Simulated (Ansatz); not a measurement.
Hf$_{2}$Si in space group P6_3/mmc (No. 194; Si on 2c, Hf on 2a, Hf on 2d) under volume change, DFT-PBE in the program Ansatz with PAW potentials, shape and atoms relaxed at each volume.

```
V (Å³/atom)  E − E(relaxed) (meV/atom)  P (GPa)
-----------  -------------------------  -------
16.819                            72.5    15.10
17.373                            30.6     9.29
17.928                             7.3     4.31
18.482                             0.0     0.01
19.037                             6.5    -3.66
19.591                            24.7    -6.76
20.145                            52.8    -9.46
```

Q: What does a third-order Birch–Murnaghan fit give for V₀, B₀ and B′?

A: V₀ = 18.49 Å³/atom, B₀ = 131 GPa, B′ = 4.1.

The cell is a constructed one: a structure type filled with these elements; neither database checked (COD, Materials Project) lists it. Whether it is the stable phase at ambient conditions was not checked. The PBE relaxation kept the symmetry of its start; its stability against distortions is not shown here. The run is not spin-polarised. Spin–orbit coupling is left out wherever it is not named.

Potentials: the later of the program's two PAW sets.
